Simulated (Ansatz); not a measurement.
An Ansatz (an electronic-structure program) run. Input:

Ansatz 0.2 input:
```yaml
crystal:
  lattice:
    - [8.2109543766, 0.0, 0.0]
    - [0.0, 4.8387255448, 0.0]
    - [0.0, 0.0, 9.5431082519]
  atoms:
    - { symbol: Ba, position: [0.2644788561, 0.25, 0.1215223118] }
    - { symbol: Ba, position: [0.7355211439, 0.75, 0.8784776882] }
    - { symbol: Ba, position: [0.2355211439, 0.75, 0.6215223118] }
    - { symbol: Ba, position: [0.7644788561, 0.25, 0.3784776882] }
    - { symbol: Br, position: [0.0290909317, 0.25, 0.828544711] }
    - { symbol: Br, position: [0.9709090683, 0.75, 0.171455289] }
    - { symbol: Br, position: [0.4709090683, 0.75, 0.328544711] }
    - { symbol: Br, position: [0.5290909317, 0.25, 0.671455289] }
    - { symbol: Cl, position: [0.1432547826, 0.25, 0.4324982486] }
    - { symbol: Cl, position: [0.8567452174, 0.75, 0.5675017514] }
    - { symbol: Cl, position: [0.3567452174, 0.75, 0.9324982486] }
    - { symbol: Cl, position: [0.6432547826, 0.25, 0.0675017514] }
kpoints:
  mp_grid: { grid: [3, 5, 3] }
  band_path:
    path:
      - [[0.0, 0.0, 0.0], [0.5, 0.0, 0.0], [0.5, 0.5, 0.0], [0.0, 0.5, 0.0], [0.0, 0.0, 0.0], [0.0, 0.0, 0.5], [0.5, 0.0, 0.5], [0.5, 0.5, 0.5], [0.0, 0.5, 0.5], [0.0, 0.0, 0.5]]  # Γ-X-S-Y-Γ-Z-U-R-T-Z
      - [[0.5, 0.0, 0.0], [0.5, 0.0, 0.5]]  # X-U
      - [[0.0, 0.5, 0.0], [0.0, 0.5, 0.5]]  # Y-T
      - [[0.5, 0.5, 0.0], [0.5, 0.5, 0.5]]  # S-R
      - [VBM, CBM]
    npoints: 6
hamiltonian:
  xc: r2scan
  pseudopotentials: { kind: paw }
magnetization: { noncollinear: true, spin_orbit: true }
scf:
  n_extra_bands: 24
  convergence: { dr2_threshold: 0.0000000001 }
  occupations: { method: gaussian, width: 0.01 }
checkpoint: { write: soc.run }
output: { eigenvalues: true }
```

Output (shortened):

```
Pseudopotentials: kind: paw_fr
Pseudopotential: Ba, paw_fr, valence charge 10
Pseudopotential: Br, paw_fr, valence charge 7
Pseudopotential: Cl, paw_fr, valence charge 7
Functional definition: r2SCAN
non-collinear run that drives no moment, with spin-orbit …
Crystal: 12 atoms, lattice volume = 379.153 Å³
Basis set: ecut = 500 eV, 9591 PW (Γ), exchange–correlation on 240×144×288 points (64 copies of the dense FFT grid, shifted against one another)
Bands: 120, of which v1, the nominal top of the filled ones, is band 96 counted from 1 (95 counted from 0)
Symmetry: 8 space group operations + 8 with time reversal
k-points: 12 of 45
Projection manifold: j_resolved (fully-relativistic pseudo-atomic orbitals)
PAW frozen core: Ba, regenerated for the run's functional
PAW frozen core: Br, regenerated for the run's functional
PAW frozen core: Cl, regenerated for the run's functional
Initial density: superposition of atomic densities (chi_scale 0.1, normalization cell, long waves kept (reshape's long-wave potential 0.00 eV rms))
Initial wavefunctions: pseudopotential atomic-orbital guess
Eigensolver: davidson
Functional: x = r2scan, c = r2scan; τ floored in thin density (d = 2e-4 eV/Å³)
SCF iter   1: F=—  HF=-39331.059119 eV  |F-HF|=—  |Δ(HF+E_count)|=         —  Δρ=3.26e-2  dr2=8.65e0  dr2_τ=2.32e-2  dr2_m=0.00e0 (ungated)  ethr=3.10e-3  |M|=0.00e0 ∫|m|=0.00e0 μB  |m|>n=0.0e0 m-floor=0.0e0 τ_xc=0.0e0  β_m=0.30  ⟨swp⟩=13.5  Hψ=4491  notcnv=0  defer=44
all-band conjugate gradients solve this SCF's bands
preconditioner: auto → Resta (q_TF=auto, 2.170 Å⁻¹)
spin=Noncollinear: Resta preconditioning applied to the charge; magnetization (m_x, m_y, m_z) channels mix plain (no charge-response kernel on spin).
SCF iter   2: F=—  HF=-39329.270346 eV  |F-HF|=—  |Δ(HF+E_count)|=    1.79e0  Δρ=2.02e-2  dr2=3.57e0  dr2_τ=6.41e-3  dr2_m=0.00e0 (ungated)  ethr=3.10e-3  |M|=0.00e0 ∫|m|=0.00e0 μB  |m|>n=0.0e0 m-floor=0.0e0 τ_xc=0.0e0  β_m=0.55  ⟨swp⟩=3.0  Hψ=1202  notcnv=0  defer=202
SCF iter   3: F=—  HF=-39327.910235 eV  |F-HF|=—  |Δ(HF+E_count)|=    1.36e0  Δρ=4.80e-3  dr2=1.96e-1  dr2_τ=1.50e-3  dr2_m=0.00e0 (ungated)  ethr=3.10e-3  |M|=0.00e0 ∫|m|=0.00e0 μB  |m|>n=0.0e0 m-floor=0.0e0 τ_xc=0.0e0  β_m=0.75  ⟨swp⟩=4.4  Hψ=1182  notcnv=0  defer=202
SCF iter   4: F=—  HF=-39327.883228 eV  |F-HF|=—  |Δ(HF+E_count)|=   2.70e-2  Δρ=1.70e-3  dr2=1.41e-2  dr2_τ=2.98e-4  dr2_m=0.00e0 (ungated)  ethr=2.04e-4  |M|=0.00e0 ∫|m|=0.00e0 μB  |m|>n=0.0e0 m-floor=0.0e0 τ_xc=0.0e0  β_m=0.87  ⟨swp⟩=4.7  Hψ=1342  notcnv=0  defer=202
SCF iter   5: F=—  HF=-39327.882785 eV  |F-HF|=—  |Δ(HF+E_count)|=   4.43e-4  Δρ=2.18e-4  dr2=1.96e-4  dr2_τ=4.38e-6  dr2_m=0.00e0 (ungated)  ethr=1.47e-5  |M|=0.00e0 ∫|m|=0.00e0 μB  |m|>n=0.0e0 m-floor=0.0e0 τ_xc=0.0e0  β_m=0.93  ⟨swp⟩=3.8  Hψ=1258  notcnv=0  defer=208
SCF iter   6: F=—  HF=-39327.882917 eV  |F-HF|=—  |Δ(HF+E_count)|=   1.32e-4  Δρ=5.89e-5  dr2=1.66e-5  dr2_τ=4.35e-7  dr2_m=0.00e0 (ungated)  ethr=2.04e-7  |M|=0.00e0 ∫|m|=0.00e0 μB  |m|>n=0.0e0 m-floor=0.0e0 τ_xc=0.0e0  β_m=0.96  ⟨swp⟩=2.0  Hψ=1238  notcnv=0  defer=208
SCF iter   7: F=—  HF=-39327.882920 eV  |F-HF|=—  |Δ(HF+E_count)|=   2.68e-6  Δρ=9.13e-6  dr2=3.70e-7  dr2_τ=9.51e-9  dr2_m=0.00e0 (ungated)  ethr=1.73e-8  |M|=0.00e0 ∫|m|=0.00e0 μB  |m|>n=0.0e0 m-floor=0.0e0 τ_xc=0.0e0  β_m=0.98  ⟨swp⟩=2.0  Hψ=1088  notcnv=0  defer=208
SCF iter   8: F=—  HF=-39327.883006 eV  |F-HF|=—  |Δ(HF+E_count)|=   8.64e-5  Δρ=2.16e-6  dr2=2.76e-8  dr2_τ=5.55e-10  dr2_m=0.00e0 (ungated)  ethr=3.85e-10  |M|=0.00e0 ∫|m|=0.00e0 μB  |m|>n=0.0e0 m-floor=0.0e0 τ_xc=0.0e0  β_m=0.99  ⟨swp⟩=2.4  Hψ=1204  notcnv=0  defer=208
SCF iter  10: F=-39327.883006 eV  HF=-39327.883006 eV  |F-HF|=2.91e-11  |Δ(HF+E_count)|=  1.75e-10  Δρ=7.12e-8  dr2=2.10e-11  dr2_τ=5.42e-13  dr2_m=0.00e0 (ungated)  ethr=1.00e-12  |M|=0.00e0 ∫|m|=0.00e0 μB  |m|>n=0.0e0 m-floor=0.0e0 τ_xc=0.0e0  ⟨swp⟩=16.0  Hψ=3942  notcnv=0
SCF 1 converged in 10 iterations: F = -39327.883006 eV  dr2 = 2.10e-11
NSCF: frozen V_eff on 64 k-points
NSCF: frozen V_eff on 64 k-points
NSCF: frozen V_eff on 41 k-points
NSCF: frozen V_eff on 7 k-points
NSCF: frozen V_eff on 7 k-points
NSCF: frozen V_eff on 7 k-points
NSCF: frozen V_eff on 7 k-points
NSCF: frozen V_eff on 83 k-points
SCF converged after 10 iterations
Magnetization: |M| = 0.0000 μB,  M = (+0.0000, +0.0000, +0.0000) μB
Absolute magnetization: 0.0000 μB (∫|m|)
  site 0: m = (+0.0000, +0.0000, +0.0000) μB, |m| = 0.0000 μB  (R = 1.28 Å)
  site 1: m = (+0.0000, +0.0000, +0.0000) μB, |m| = 0.0000 μB  (R = 1.28 Å)
  site 2: m = (+0.0000, +0.0000, +0.0000) μB, |m| = 0.0000 μB  (R = 1.28 Å)
  site 3: m = (+0.0000, +0.0000, +0.0000) μB, |m| = 0.0000 μB  (R = 1.28 Å)
  site 4: m = (+0.0000, +0.0000, +0.0000) μB, |m| = 0.0000 μB  (R = 1.40 Å)
  site 5: m = (+0.0000, +0.0000, +0.0000) μB, |m| = 0.0000 μB  (R = 1.40 Å)
  site 6: m = (+0.0000, +0.0000, +0.0000) μB, |m| = 0.0000 μB  (R = 1.40 Å)
  site 7: m = (+0.0000, +0.0000, +0.0000) μB, |m| = 0.0000 μB  (R = 1.40 Å)
  site 8: m = (+0.0000, +0.0000, +0.0000) μB, |m| = 0.0000 μB  (R = 1.28 Å)
  site 9: m = (+0.0000, +0.0000, +0.0000) μB, |m| = 0.0000 μB  (R = 1.28 Å)
  site 10: m = (+0.0000, +0.0000, +0.0000) μB, |m| = 0.0000 μB  (R = 1.28 Å)
  site 11: m = (+0.0000, +0.0000, +0.0000) μB, |m| = 0.0000 μB  (R = 1.28 Å)
Free energy (F): -39327.883006 eV
Harris-Foulkes:  -39327.883006 eV  (|F-HF|=2.91e-11)
Internal energy: -39327.883006 eV  (E = F + TS)
E sigma→0 (E₀):  -39327.883006 eV
Fermi energy:    6.368663 eV
--- Per-component energies (eV) ---
  E_band       = -381.533769
  E_kinetic    = 1857.939268
  E_local      = -2840.505668  (includes V_loc(G=0)·N_el)
  E_nonlocal   = 614.548795
  E_hartree    = 833.924009
  E_xc         = -2055.297912
  E_vxc        = -1595.760969  (∫ρ·V_xc dr)
  E_paw        = -32683.101992  (= ΣΔE_a)
  E_vpaw       = -165.444600  (= ΣTr[D̂ρ^β])
  E_aug_tail   = 0.000141  (compensation charges beyond the density's cutoff)
  E_vtau       = 79.841249  (kinetic-family band-sum trace: ∫τ·v_τ [+ j·A + Jᵃ·Aᵃ] dr)
  E_ewald      = -5054.490968
  E_core_change = -0.898678  (= ΣΔE_core)
  E_smearing   =  0.000000  (= −TS)
  E_closure    = 0.000000  (closes the sum)
  Σ components = -39327.883006   (vs F -39327.883006, Δ=0.00e0)
  [band-id]    e_kinetic+e_local+e_nonlocal+2·e_hartree+e_vxc+e_vpaw+e_augmentation_tail+e_vtau = -381.533768   (vs E_band -381.533769, Δ=1.30e-6)
--- Band table (eV; the first three rows and the last of 12) ---
  k-point 0: bands = ["-22.3920", "-22.3920", "-22.3786", "-22.3786", "-22.3771", "-22.3771", "-22.3761", "-22.3761", "-10.3626", "-10.3626", "-10.0947", "-10.0947", "-10.0881", "-10.0881", "-9.8392", "-9.8392", "-9.5410", "-9.5410", "-9.3272", "-9.3272", "-9.2569", "-9.2569", "-9.2238", "-9.2238", "-8.5726", "-8.5726", "-8.4122", "-8.4122", "-8.3650", "-8.3650", "-8.3591", "-8.3591", "-6.6109", "-6.6109", "-6.5756", "-6.5756", "-6.5659", "-6.5659", "-6.5627", "-6.5627", "-6.5616", "-6.5616", "-6.4585", "-6.4585", "-6.3611", "-6.3611", "-6.2602", "-6.2602", "1.5717", "1.5717", "1.6764", "1.6764", "1.6806", "1.6806", "1.7588", "1.7588", "1.9108", "1.9108", "1.9681", "1.9681", "2.0807", "2.0807", "2.0991", "2.0991", "2.1199", "2.1199", "2.2000", "2.2000", "2.4719", "2.4719", "2.5272", "2.5272", "2.5679", "2.5679", "2.7173", "2.7173", "2.9103", "2.9103", "2.9531", "2.9531", "3.0369", "3.0369", "3.0687", "3.0687", "3.2174", "3.2174", "3.4087", "3.4087", "3.4162", "3.4162", "3.5389", "3.5389", "3.8324", "3.8324", "3.9378", "3.9378", "8.7995", "8.7995", "9.4212", "9.4212", "9.4958", "9.4958", "9.5791", "9.5791", "9.9595", "9.9595", "10.0143", "10.0143", "10.2449", "10.2449", "10.5403", "10.5403", "10.5808", "10.5808", "10.6261", "10.6261", "10.7339", "10.7339", "10.7344", "10.7344"]
  k-point 1: bands = ["-22.3894", "-22.3894", "-22.3834", "-22.3834", "-22.3756", "-22.3756", "-22.3754", "-22.3754", "-10.3071", "-10.3071", "-10.1776", "-10.1776", "-10.0258", "-10.0258", "-9.9028", "-9.9028", "-9.4949", "-9.4949", "-9.3948", "-9.3948", "-9.2331", "-9.2331", "-9.2219", "-9.2219", "-8.5328", "-8.5328", "-8.4455", "-8.4455", "-8.3694", "-8.3694", "-8.3301", "-8.3301", "-6.5931", "-6.5931", "-6.5779", "-6.5779", "-6.5618", "-6.5618", "-6.5383", "-6.5383", "-6.5235", "-6.5235", "-6.4498", "-6.4498", "-6.4051", "-6.4051", "-6.3185", "-6.3185", "1.5312", "1.5312", "1.5760", "1.5760", "1.6952", "1.6952", "1.7553", "1.7553", "1.9430", "1.9430", "1.9756", "1.9756", "2.0403", "2.0403", "2.0862", "2.0862", "2.2102", "2.2102", "2.3706", "2.3706", "2.4600", "2.4600", "2.5066", "2.5066", "2.6352", "2.6352", "2.7469", "2.7469", "2.8560", "2.8560", "2.9914", "2.9914", "3.0525", "3.0525", "3.1546", "3.1546", "3.2500", "3.2500", "3.2831", "3.2831", "3.4457", "3.4457", "3.5810", "3.5810", "3.6884", "3.6884", "3.7739", "3.7739", "9.0524", "9.0524", "9.4180", "9.4180", "9.5504", "9.5504", "9.5982", "9.5982", "9.9670", "9.9670", "10.0087", "10.0087", "10.0766", "10.0766", "10.3851", "10.3851", "10.4767", "10.4767", "10.7116", "10.7116", "10.8461", "10.8461", "10.9292", "10.9292"]
  k-point 2: bands = ["-22.3879", "-22.3879", "-22.3771", "-22.3771", "-22.3745", "-22.3745", "-22.3736", "-22.3736", "-10.3356", "-10.3356", "-10.1151", "-10.1151", "-10.0630", "-10.0630", "-9.9172", "-9.9172", "-9.4814", "-9.4814", "-9.3741", "-9.3741", "-9.3228", "-9.3228", "-9.2166", "-9.2166", "-8.5274", "-8.5274", "-8.4459", "-8.4459", "-8.4193", "-8.4193", "-8.2830", "-8.2830", "-6.6488", "-6.6488", "-6.5854", "-6.5854", "-6.5754", "-6.5754", "-6.5349", "-6.5349", "-6.5199", "-6.5199", "-6.5015", "-6.5015", "-6.4384", "-6.4384", "-6.2408", "-6.2408", "1.4138", "1.4138", "1.6462", "1.6462", "1.6638", "1.6638", "1.6854", "1.6854", "1.8585", "1.8585", "2.0449", "2.0449", "2.0684", "2.0684", "2.1930", "2.1930", "2.2757", "2.2757", "2.3319", "2.3319", "2.3963", "2.3963", "2.4776", "2.4776", "2.6565", "2.6565", "2.7580", "2.7580", "2.9362", "2.9362", "3.0320", "3.0320", "3.1261", "3.1261", "3.1549", "3.1549", "3.2113", "3.2113", "3.2844", "3.2844", "3.3608", "3.3608", "3.4697", "3.4697", "3.5887", "3.5887", "3.7922", "3.7922", "9.1701", "9.1701", "9.6587", "9.6587", "9.8098", "9.8098", "10.0110", "10.0110", "10.1700", "10.1700", "10.4014", "10.4014", "10.4672", "10.4672", "10.6633", "10.6633", "10.7186", "10.7186", "10.8015", "10.8015", "10.8788", "10.8788", "10.9430", "10.9430"]
  k-point 11: bands = ["-22.3768", "-22.3768", "-22.3753", "-22.3753", "-22.3721", "-22.3721", "-22.3715", "-22.3715", "-10.2192", "-10.2192", "-10.1782", "-10.1782", "-10.1091", "-10.1091", "-10.0817", "-10.0817", "-9.3888", "-9.3888", "-9.3438", "-9.3438", "-9.2933", "-9.2933", "-9.2670", "-9.2670", "-8.4828", "-8.4828", "-8.4677", "-8.4677", "-8.4179", "-8.4179", "-8.3534", "-8.3534", "-6.6669", "-6.6669", "-6.6342", "-6.6342", "-6.6278", "-6.6278", "-6.6018", "-6.6018", "-6.4718", "-6.4718", "-6.4484", "-6.4484", "-6.3881", "-6.3881", "-6.3404", "-6.3404", "1.4504", "1.4504", "1.5290", "1.5290", "1.5807", "1.5807", "1.6701", "1.6701", "1.8674", "1.8674", "1.9346", "1.9346", "1.9966", "1.9966", "2.0971", "2.0971", "2.1928", "2.1928", "2.2521", "2.2521", "2.5083", "2.5083", "2.5606", "2.5606", "2.8010", "2.8010", "2.8843", "2.8843", "3.0075", "3.0075", "3.0490", "3.0490", "3.1336", "3.1336", "3.1788", "3.1788", "3.2340", "3.2340", "3.2768", "3.2768", "3.4065", "3.4065", "3.4581", "3.4581", "3.5539", "3.5539", "3.5878", "3.5878", "10.1036", "10.1036", "10.1788", "10.1788", "10.2642", "10.2642", "10.3627", "10.3627", "10.4782", "10.4782", "10.6238", "10.6238", "10.7251", "10.7251", "10.8372", "10.8372", "10.9290", "10.9290", "11.0321", "11.0321", "11.1408", "11.1408", "11.1779", "11.1779"]
  band table: 120 of 120 bands, residual norms ≤ 1.0e-3 eV
```

Cost: roughly 70 core-minutes on shared cores.

Space group Pnma. The first step of the workflow began from a Materials Project structure, measured or hypothetical; the Crystallography Open Database copy checked does not list it. Whether it is the stable phase at ambient conditions was not checked. The r²SCAN relaxation kept the symmetry of its start; whether a distortion lowers the energy is not shown.

Potentials: the later of the program's two PAW sets.

Ansatz is a plane-wave DFT program.
